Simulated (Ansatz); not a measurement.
Computed with DFT PBE, scalar-relativistic, plane waves, PAW in Ansatz 0.2.0. All cells share a 420 eV cutoff and Γ-centred k meshes spaced about 0.3 Å⁻¹ or finer (0.25 for metals, 2π included). No spin polarisation in the final relaxations.

All energies are static (0 K, no zero-point motion). All come from trial cells, and lower structures may exist.

Question: These unrelaxed guesses for Cd₄Se₃ are each relaxed within their symmetry. Order them by the energy at which they end, lowest first.
A.

```
CELL_PARAMETERS angstrom
4.30000 0.00000 0.00000
-2.15000 3.72391 0.00000
0.00000 0.00000 12.60000
ATOMIC_POSITIONS crystal
Cd 0.00000 0.00000 0.76600
Cd 0.66667 0.33333 0.48700
Cd 0.33333 0.66667 0.20900
Cd 0.66667 0.33333 0.90500
Se 0.00000 0.00000 0.55700
Se 0.66667 0.33333 0.27900
Se 0.33333 0.66667 0.00000
```

B.

```
CELL_PARAMETERS angstrom
5.77222 0.00000 0.00000
0.00000 5.77222 0.00000
0.00000 0.00000 5.77222
ATOMIC_POSITIONS crystal
Cd 0.72069 0.72069 0.72069
Cd 0.27931 0.27931 0.72069
Cd 0.27931 0.72069 0.27931
Cd 0.72069 0.27931 0.27931
Se 0.00000 0.00000 0.50000
Se 0.50000 0.00000 0.00000
Se 0.00000 0.50000 0.00000
```

C.

```
CELL_PARAMETERS angstrom
5.26964 0.00000 0.00000
0.00000 5.26964 0.00000
0.00000 0.00000 5.26964
ATOMIC_POSITIONS crystal
Cd 0.50000 0.50000 0.50000
Cd 0.50000 0.00000 0.00000
Cd 0.00000 0.50000 0.00000
Cd 0.00000 0.00000 0.50000
Se 0.50000 0.50000 0.00000
Se 0.00000 0.50000 0.50000
Se 0.50000 0.00000 0.50000
```

D.

```
CELL_PARAMETERS angstrom
4.07546 -5.53455 0.00000
4.07546 5.53455 0.00000
0.00000 0.00000 3.89106
ATOMIC_POSITIONS crystal
Cd 0.73585 0.26415 0.50000
Cd 0.74248 0.74248 0.00000
Cd 0.26415 0.73585 0.50000
Cd 0.25752 0.25752 0.00000
Se 0.00000 0.50000 0.00000
Se 0.00000 0.00000 0.50000
Se 0.50000 0.00000 0.00000
```

Answer: A (ends in P3m1, 0 meV/atom), B (ends in P-43m, 79 meV/atom), D (ends in Cmmm, 109 meV/atom), C (ends in Pm-3m, 148 meV/atom).

With atoms moved at random, P3m1 (by 43 meV/atom) and P-43m (by 60 meV/atom) fell into a lower structure. Without a clear test, and held by symmetry: Cmmm and Pm-3m. Some types were kept out of the candidates beforehand, so the set may lack a known form.
